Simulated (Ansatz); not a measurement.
An Ansatz (a quantum-chemistry and plane-wave program) run. Input:

Ansatz 0.2 input:
```yaml
crystal:
  lattice:
    - [3.222124404, 0.0, 0.0]
    - [-1.611062202, 2.790441588, 0.0]
    - [0.0, 0.0, 13.4368497319]
  atoms:
    - { symbol: Zr, position: [0.6666666667, 0.3333333333, 0.5949166752] }
    - { symbol: Zr, position: [0.3333333333, 0.6666666667, 0.4050833248] }
    - { symbol: Zr, position: [0.3333333333, 0.6666666667, 0.0949166752] }
    - { symbol: Zr, position: [0.6666666667, 0.3333333333, 0.9050833248] }
    - { symbol: Si, position: [0.6666666667, 0.3333333333, 0.25] }
    - { symbol: Si, position: [0.3333333333, 0.6666666667, 0.75] }
    - { symbol: N, position: [0.0, 0.0, 0.5] }
    - { symbol: N, position: [0.0, 0.0, 0.0] }
kpoints:
  mp_grid: { grid: [15, 15, 3] }
hamiltonian:
  xc: pbesol
  pseudopotentials: { azcp: { folder: ./paw }, kind: paw }
scf:
  occupations: { method: fermi_dirac, width: 0.1 }
phonons:
  method: dfpt
  response_accuracy: low
  eigenvectors: true
  rigid_motions: translations
```

Output (shortened):

```
Pseudopotential: Zr, paw, valence charge 12
Pseudopotential: Si, paw, valence charge 4
Pseudopotential: N, paw, valence charge 5
Functional definition: PBEsol
Crystal: 8 atoms, lattice volume = 120.813 Å³
Basis set: ecut = 420 eV, 2409 PW (Γ), exchange–correlation on 48×48×180 points (8 copies of the dense FFT grid, shifted against one another)
Bands: 41, of which v1, the nominal top of the filled ones, is band 33 counted from 1 (32 counted from 0)
Symmetry: 24 space group operations
k-points: 184 of 675 (irreducible under 2 space group operations, time reversal used)
SCF iter   1: F=—  HF=-18525.819241 eV  |F-HF|=—  |Δ(HF+E_count)|=         —  Δρ=4.15e-2  dr2=5.04e0  ethr=3.10e-3  ⟨swp⟩=6.2  Hψ=32557  notcnv=0
preconditioner: auto → Kerker (q_TF=auto, 2.467 Å⁻¹)
SCF iter   2: F=—  HF=-18525.257366 eV  |F-HF|=—  |Δ(HF+E_count)|=   5.62e-1  Δρ=2.03e-2  dr2=1.49e0  ethr=3.10e-3  ⟨swp⟩=2.9  Hψ=12754  notcnv=0
SCF iter   3: F=—  HF=-18525.033878 eV  |F-HF|=—  |Δ(HF+E_count)|=   2.23e-1  Δρ=1.12e-2  dr2=3.08e-1  ethr=2.26e-3  ⟨swp⟩=3.0  Hψ=11731  notcnv=0
SCF iter   4: F=—  HF=-18524.977093 eV  |F-HF|=—  |Δ(HF+E_count)|=   5.68e-2  Δρ=2.51e-3  dr2=1.09e-2  ethr=4.66e-4  ⟨swp⟩=2.1  Hψ=13210  notcnv=0  defer=1
SCF iter   5: F=—  HF=-18524.973963 eV  |F-HF|=—  |Δ(HF+E_count)|=   3.13e-3  Δρ=4.98e-4  dr2=4.73e-4  ethr=1.65e-5  ⟨swp⟩=2.1  Hψ=10366  notcnv=0
SCF iter   6: F=—  HF=-18524.973912 eV  |F-HF|=—  |Δ(HF+E_count)|=   5.12e-5  Δρ=8.77e-5  dr2=9.78e-6  ethr=7.17e-7  ⟨swp⟩=2.5  Hψ=12202  notcnv=0
SCF iter   7: F=—  HF=-18524.973910 eV  |F-HF|=—  |Δ(HF+E_count)|=   2.15e-6  Δρ=1.23e-5  dr2=1.89e-7  ethr=1.48e-8  ⟨swp⟩=2.0  Hψ=10801  notcnv=0
SCF iter   8: F=—  HF=-18524.973910 eV  |F-HF|=—  |Δ(HF+E_count)|=   3.56e-7  Δρ=3.47e-6  dr2=1.68e-8  ethr=2.86e-10  ⟨swp⟩=2.0  Hψ=13532  notcnv=0
SCF iter  11: F=-18524.973910 eV  HF=-18524.973910 eV  |F-HF|=0.00e0  |Δ(HF+E_count)|=  7.28e-12  Δρ=3.50e-8  dr2=1.25e-12  ethr=1.00e-12  ⟨swp⟩=6.3  Hψ=32340  notcnv=0
SCF 1 converged in 11 iterations: F = -18524.973910 eV  dr2 = 1.25e-12
DFPT response loops at Γ: preconditioner auto → Kerker (q_TF=auto, 2.467 Å⁻¹) (partly filled bands, converged f_vac=0.000) …
SCF converged after 11 iterations
Free energy (F): -18524.973910 eV
Harris-Foulkes:  -18524.973910 eV  (|F-HF|=0.00e0)
Internal energy: -18524.869613 eV  (E = F + TS)
E sigma→0 (E₀):  -18524.921762 eV
Entropy (-TS):   -0.104296 eV (-13.037 meV/atom)
Fermi energy:    14.729404 eV
--- Per-component energies (eV) ---
  E_band       = -250.077539
  E_kinetic    = 1614.168134
  E_local      = -3466.497870  (includes V_loc(G=0)·N_el)
  E_nonlocal   = 418.302928
  E_hartree    = 1296.919553
  E_xc         = -852.100423
  E_vxc        = -985.511609  (∫ρ·V_xc dr)
  E_paw        = -12880.279331  (= ΣΔE_a)
  E_vpaw       = -424.379874  (= ΣTr[D̂ρ^β])
  E_aug_tail   = 0.001651  (compensation charges beyond the density's cutoff)
  E_ewald      = -4656.166458
  E_core_change = 0.782203  (= ΣΔE_core)
  E_smearing   = -0.104296  (= −TS)
  E_closure    = 0.000000  (closes the sum)
  Σ components = -18524.973910   (vs F -18524.973910, Δ=0.00e0)
  [band-id]    e_kinetic+e_local+e_nonlocal+2·e_hartree+e_vxc+e_vpaw+e_augmentation_tail = -250.077535   (vs E_band -250.077539, Δ=3.30e-6)
--- Band table (eV; the first three rows and the last of 184) ---
  k-point 0: bands = ["-34.1527", "-34.1516", "-34.0518", "-34.0507", "-12.8105", "-12.7773", "-12.0526", "-12.0125", "-11.8895", "-11.8895", "-11.8881", "-11.8881", "-11.8244", "-11.8244", "-11.8229", "-11.8229", "-0.4932", "-0.4413", "4.8909", "5.1254", …
  k-point 1: bands = ["-34.1524", "-34.1519", "-34.0516", "-34.0510", "-12.8025", "-12.7859", "-12.0422", "-12.0222", "-11.8891", "-11.8891", "-11.8884", "-11.8884", "-11.8240", "-11.8240", "-11.8233", "-11.8233", "-0.4804", "-0.4544", "4.9456", "5.0624", …
  k-point 2: bands = ["-34.1474", "-34.1464", "-34.0486", "-34.0475", "-12.7992", "-12.7668", "-12.0606", "-12.0231", "-11.9211", "-11.9174", "-11.9025", "-11.9010", "-11.8589", "-11.8567", "-11.8279", "-11.8264", "-0.4647", "-0.4177", "4.9671", "5.1672", …
  k-point 183: bands = ["-34.0281", "-34.0277", "-33.9880", "-33.9876", "-12.7434", "-12.7402", "-12.5587", "-12.5542", "-12.3411", "-12.3341", "-12.1636", "-12.1589", "-12.1007", "-12.0959", "-11.9948", "-11.9857", "-0.1522", "-0.1502", "7.1240", "7.1813", …
--- Phonons (Γ-DFPT): 6 representative perturbations + reference, on 184 of 675 k-points (Σ response iterations 19) ---
  ASR residual: 4.239e-4 → 0.000e0 eV/Å²; symmetrization residual: 2.224e-5 eV/Å²
  ASR residual per site (eV/Å²): 4.24e-4 4.24e-4 4.24e-4 4.24e-4 7.69e-5 7.69e-5 1.32e-4 1.32e-4
  Γ frequencies (cm⁻¹): 0.00 0.00 0.00 89.72 89.72 133.09 133.09 134.43 163.59 163.59 191.18 191.18 194.42 194.42 204.12 250.93 388.28 388.77 499.80 503.39 522.34 522.34 526.54 526.54
  non-analytic LO–TO correction: not included (Born effective charges unavailable; polar crystals: no LO–TO splitting at Γ)
```

Cost: roughly 13 core-minutes on shared cores.

Space group P6_3/mmc. The start of the workflow was typed in or built on a structure type; neither database checked (COD, Materials Project) lists it. Its standing as an ambient phase is unchecked. The cell was relaxed with PBEsol under the symmetry of its start; its stability against distortions is not shown here. No spin polarisation was allowed. As this level gives no gap, phonon frequencies hold no LO–TO term and depend on the k-mesh and smearing (Fermi–Dirac, 0.1 eV here). Scalar-relativistic: spin–orbit coupling is off unless named, which matters more the heavier the elements.

Potentials: the earlier of the program's two PAW sets. The files were generated under PBE; for other functionals the program regenerates the frozen cores, and for LDA and PBEsol the local potential too.

Ansatz is a plane-wave DFT program.
